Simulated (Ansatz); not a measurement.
A geometry of Si away from equilibrium: the start of the relaxation of a relaxed Si cell, doubled along one cell vector, shaken by Gaussian noise of σ = 0.08 Å a coordinate. Calculation: r2SCAN (plane waves to 500 eV, PAW, scalar-relativistic; Ansatz, an electronic-structure program). Γ-centred k-mesh 7×4×4 on the run's cell (coarser than for final values), Fermi–Dirac smearing 0.05 eV.

```xyz
8
Lattice="3.8320 0.0000 0.0000 -3.8320 6.6372 0.0000 0.0000 0.0000 6.3417" Properties=species:S:1:pos:R:3:forces:R:3 pbc="T T T" free_energy=-5111.238 pressure_GPa=1.9
Si    -0.1471     2.1111     0.5546    2.5686    1.8693   -1.2006
Si    -1.9344     5.5329     0.4293    0.9446    0.2764    0.5010
Si     1.8953     1.1769     3.5247   -0.2845   -0.8748    1.6953
Si     0.0512     4.3993     3.6045   -3.3139   -0.6967    0.5291
Si     1.9400     1.1592     6.0003   -2.4281   -1.1423   -0.8213
Si     0.0761     4.4527     5.9128   -1.2292   -0.9850    1.2884
Si    -0.0310     2.2019     2.8201    0.2424    0.5263    0.1052
Si    -2.1030     5.5368     2.9474    3.5001    1.0268   -2.0971
```

Positions in Å, forces in eV/Å, free energy of the cell in eV (comparable only within this code, potentials and settings). Largest force: 4.21 eV/Å, on Si8 (atoms numbered as listed); the geometry lies 0.15 eV/atom above the end of its relaxation.

No spin polarisation in the result.

The end of the path is a generated cell of Si: the first start was made by placing the elements on the sites of a structure type, and the end was not matched to a known phase here, so it may be hypothetical. Known forms of Si include space group No. 227.
